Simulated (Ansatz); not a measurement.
SnTe:
```
CELL_PARAMETERS angstrom
      0.00000     3.18192     3.18192
      3.18192     0.00000     3.18192
      3.18192     3.18192     0.00000
ATOMIC_POSITIONS crystal
  Sn 0.50000 0.50000 0.50000
  Te 0.00000 0.00000 0.00000
```

Relaxed with HSE06.

### Question
Give the Bader charges and basin volumes of the independent atoms, the program Ansatz at the HSE06 level (PAW).

### Answer


```tsv
atom	Bader charge (e)	Bader volume (Å³)
Sn1	+0.75	25.9
Te2	-0.75	38.6
```

Space group Fm-3m (rock salt). The HSE06 relaxation kept the symmetry of its start. The volume moved by -29 % from the start of the relaxation. Scalar-relativistic: spin–orbit coupling is off unless named, which matters more the heavier the elements.

Potentials: the later of the program's two PAW sets.
